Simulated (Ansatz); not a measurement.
# La (hcp): energy against volume

Computed with Ansatz 0.2.0, DFT, revPBE, plane waves (420 eV) with PAW, scalar-relativistic. The PAW files were generated under PBE, with cores re-solved for the functional.

The cell is scaled uniformly from the relaxed one, with fractional coordinates and shape fixed. Energies are extrapolated to zero smearing, pressures are those at the given smearing. Magnetic state: spin not included.

A Birch-Murnaghan fit gives V₀ = 39.03 Å³/atom, B₀ = 24 GPa, B₀′ = 2.4.

Task: What are the energy above the minimum and the pressure at 36.167 Å³/atom?

Result: 17.1 meV/atom and 2.13 GPa as computed.

Task: What are the energy above the minimum and the pressure at 37.739 Å³/atom?

Result: 3.3 meV/atom and 0.97 GPa as computed.

Task: What are the energy above the minimum and the pressure at 44.029 Å³/atom?

Result: 42.1 meV/atom and -2.38 GPa as computed.
